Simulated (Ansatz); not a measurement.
ZnO:
```
CELL_PARAMETERS angstrom
      3.23502     0.00000     0.00000
     -1.61751     2.80161     0.00000
      0.00000     0.00000     5.21142
ATOMIC_POSITIONS crystal
  Zn 0.66667 0.33333 0.50033
  Zn 0.33333 0.66667 0.00033
  O  0.66667 0.33333 0.87998
  O  0.33333 0.66667 0.37998
```

Relaxed with r²SCAN.

Task: Give the Bader charges and basin volumes of the independent atoms, r²SCAN (plane waves, PAW; program Ansatz).

Result: 

```json
[
 {"atom": "Zn1", "Bader charge (e)": "+1.29", "Bader volume (Å³)": "10.5"},
 {"atom": "O3", "Bader charge (e)": "-1.29", "Bader volume (Å³)": "13.1"}
]
```

Space group P6_3mc (wurtzite). The r²SCAN relaxation kept the symmetry of its start.

Potentials: the earlier of the program's two PAW sets.
